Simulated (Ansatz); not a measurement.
CeO$_{2}$ (fluorite)

```
CeO2
1.0
    0.00000     2.69903     2.69903
    2.69903     0.00000     2.69903
    2.69903     2.69903     0.00000
Ce O
1 2
Direct
  0.00000   0.00000   0.00000
  0.25000   0.25000   0.25000
  0.75000   0.75000   0.75000
```

The slice is a {111} plane (indices of the conventional cell) through the point (0.000, 0.000, 0.000) (fractional), spanned by u = [100] and v = [-1 2 0] in vectors of this cell: u (3.82 Å) and v (6.61 Å, at 90° to u). It covers one period; positions are fractions (u, v).

Method: PBEsol (plane waves to 420 eV, PAW, scalar-relativistic; Ansatz, a program for electronic structure). k mesh 11×11×11. Near the nuclei the fields are pseudised (PAW); where an atom keeps semicore shells as valence, they peak there. CeO2 is run without spin polarisation. CeO2 was relaxed with its symmetry unable to fall. The f-shell state is unchecked: a lower one may exist.

### Question
Sketch the electrostatic potential energy of an electron, from the cell's mean on this plane as a map.

### Answer
```
|xxxxxxxxxx  ++@@@@@@++  xxxxxxxx|
|xxxxxxxx  ..**%%@@%%**..  xxxxxx|
|xxxxxx    ==xxxxxxxxxx==    xxxx|
|xxxx    --**xxxxxxxxxx**--    xx|
|    ..==##%%xxxxxxxxxx%%##==..  |
|++++**%%@@@@xxxxxxxxxx@@@@%%**++|
|xxxx@@@@@@@@@@xxxxxx@@@@@@@@@@xx|
|xxxxxx@@@@%%**++++++**%%@@@@xxxx|
|xxxxxx%%##==..      ..==##%%xxxx|
|xxxxxx**--    xxxxxx    --**xxxx|
|xxxxxx==    xxxxxxxxxx    ==xxxx|
|@@%%**..  xxxxxxxxxxxxxx  ..**%%|
|@@@@++  xxxxxxxxxxxxxxxxxx  ++@@|
|@@%%++  xxxxxxxxxxxxxxxxxx  ++%%|
|@@@@++  xxxxxxxxxxxxxxxxxx  ++@@|
|@@%%**..  xxxxxxxxxxxxxx  ..**%%|
|xxxxxx==    xxxxxxxxxx    ==xxxx|
|xxxxxx**--    xxxxxx    --**xxxx|
|xxxxxx%%##==..      ..==##%%xxxx|
|xxxxxx@@@@%%**++++++**%%@@@@xxxx|
|xxxx@@@@@@@@@@xxxxxx@@@@@@@@@@xx|
|++++**%%@@@@xxxxxxxxxx@@@@%%**++|
|    ..==##%%xxxxxxxxxx%%##==..  |
|xxxx    --**xxxxxxxxxx**--    xx|
|xxxxxx    ==xxxxxxxxxx==    xxxx|
|xxxxxxxx  ..**%%@@%%**..  xxxxxx|
|xxxxxxxxxx  ++@@@@@@++  xxxxxxxx|
|xxxxxxxxxx  ++%%@@%%++  xxxxxxxx|
```
Scale: ten equal steps from 1.00 (start of ' ') to 9.50 (end of '@'), in the order ' .:-=+*#%@'. Values: electrostatic potential energy of an electron, from the cell's mean, in eV. The map has 16 points along u (two characters each, u = 0 at the left) and 28 along v (v = 0 in the bottom row). Points within 1 Å of a nucleus are blanked (x), as the pseudised field means little there. Values under 1 eV are set to 1. The zero, the cell's mean, hangs on the PAW cores.
